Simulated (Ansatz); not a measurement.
Input and command of a plane-wave DFT calculation in Ansatz:

```yaml
crystal:
  lattice:
    - [0.0, 2.4745641246, 2.4745641246]
    - [2.4745641246, 0.0, 2.4745641246]
    - [2.4745641246, 2.4745641246, 0.0]
  atoms:
    - { symbol: Be, position: [0.0, 0.0, 0.0] }
    - { symbol: Ag, position: [0.75, 0.75, 0.75] }
basis:
  ecutwfc: 420
kpoints:
  mp_grid: { grid: [6, 6, 6] }
hamiltonian:
  xc: pbe
scf:
  occupations: { method: gaussian, width: 0.1 }
  lower_state_search: "off"
output:
  forces: true
  stress: true
  eigenvalues: true
relax:
  adjacent_minimum: "off"
  f_tol: 0.04
  max_steps: 70
  cell: { stress_tol: 0.4 }
```

```bash
ansatz run input.yaml --threads 1 --pin off --max-ram 2560MiB --backend cpu --events-out ev --progress --plain --runs-dir out
```

Processor: Intel(R) Xeon(R) 6975P-C (Granite Rapids), 1 thread, on a host shared with other jobs.

Task: Estimate time, memory and problem size.

Result: About 3.5 s on 1 thread of Intel(R) Xeon(R) 6975P-C (Granite Rapids) (shared host), peak memory 0.32 GiB. It solves 15 bands at 16 k points (the mesh reduced by the symmetry that the task leaves, which can be less than the crystal's) with about 725 plane waves (on the last cell), in 30 SCF iterations over 5 ionic steps.
